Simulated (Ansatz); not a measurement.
MgTe:
```
CELL_PARAMETERS angstrom
      4.56105     0.00000     0.00000
     -2.28052     3.94998     0.00000
      0.00000     0.00000     7.41131
ATOMIC_POSITIONS crystal
  Mg 0.66667 0.33333 0.00101
  Mg 0.33333 0.66667 0.50101
  Te 0.66667 0.33333 0.62419
  Te 0.33333 0.66667 0.12419
```

Relaxed with PBEsol. Special points in fractions of this cell's reciprocal vectors: Γ (0.000, 0.000, 0.000); M (0.500, 0.000, 0.000); K (0.333, 0.333, 0.000); A (0.000, 0.000, 0.500); L (0.500, 0.000, 0.500); H (0.333, 0.333, 0.500).

**Question.** List the band energies nearest the valence-band maximum at these points for the program Ansatz at the PBEsol with spin–orbit coupling level (PAW).

**Answer.** In eV from the valence-band maximum; about four levels below and three above (degenerate sets whole), none deeper than 8.9 eV; points with the same levels are listed once.

| k | below | above |
|---|---|---|
| Γ | -0.01 -0.01 0.00 0.00 | 2.12 2.12 2.65 2.65 |
| M | -1.36 -1.36 -0.66 -0.66 | 2.81 2.81 3.54 3.54 |
| K | -1.82 -1.82 -1.82 -1.58 -1.49 -1.49 | 3.15 3.15 5.14 |
| A | -0.29 -0.29 -0.29 -0.29 | 3.14 3.14 3.14 3.14 |
| L | -0.96 -0.96 -0.96 -0.96 | 2.88 2.88 2.88 2.88 |
| H | -0.96 -0.96 -0.81 -0.81 | 3.56 3.56 3.58 3.58 |

Space group P6_3mc (wurtzite). Symmetry was held in the PBEsol relaxation.

Potentials: the later of the program's two PAW sets.
